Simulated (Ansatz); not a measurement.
**Sn (Fd-3m), comparing deformations**

Method: DFT PBEsol, scalar-relativistic, plane waves, PAW (Ansatz). Cutoff 420 eV, Γ-centred 12×12×12 k-points, Gaussian smearing of 0.15 eV. No spin polarisation. Energies are free energies at this smearing, counted from the undisturbed cell; pressure is positive in compression.

The undisturbed cell (as given, not relaxed at this level; it stands at 1.0 GPa):

```
CELL_PARAMETERS angstrom
0.00000 3.24560 3.24560
3.24560 0.00000 3.24560
3.24560 3.24560 0.00000
ATOMIC_POSITIONS crystal
Sn 0.50000 0.50000 0.50000
Sn 0.75000 0.75000 0.75000
```

The cell is strained by ε times a Voigt pattern (xx, yy, zz, yz, xz, xy; engineering shear) with fractional coordinates fixed. τ = (1/V0) dE/dε comes from the stress tensor. Of each scan, only the three points used here are listed.

```csv
pattern,ε,τ (GPa)
"(1, -1, 0, 0, 0, 0)",-0.0050,-0.31
"(1, -1, 0, 0, 0, 0)",0.0000,0.00
"(1, -1, 0, 0, 0, 0)",0.0050,0.31
"(0, 1, 0, 0, 0, 0)",-0.0050,-1.33
"(0, 1, 0, 0, 0, 0)",0.0000,-0.99
"(0, 1, 0, 0, 0, 0)",0.0050,-0.67
```

Q: Which constants do the scans give, and which deformation costs least for the same size of strain tensor?

A: The slope dτ/dε at zero (parabola through three points) is pᵀCp: (1, -1, 0, 0, 0, 0) gives 2(C11 − C12) = 62 GPa; (0, 1, 0, 0, 0, 0) gives C11 = 66 GPa. The size of the strain tensor, ε:ε, is ε² times 2.0, 1.0. Per unit of it the stiffnesses are 31, 66 GPa, so (1, -1, 0, 0, 0, 0) is the softest of these: at ε:ε = (1 %)² the quadratic term costs 0.33 meV/atom against 0.71 for the stiffest.

Q: What else follows for this cubic crystal?

A: From the unrounded slopes C11 = 66.2 and C12 = 35.2 GPa, so B = (C11 + 2 C12)/3 = 46 GPa and the Poisson ratio for a pull along a cube edge is C12/(C11 + C12) = 0.35.

In a metal these slopes depend on the k mesh and the smearing.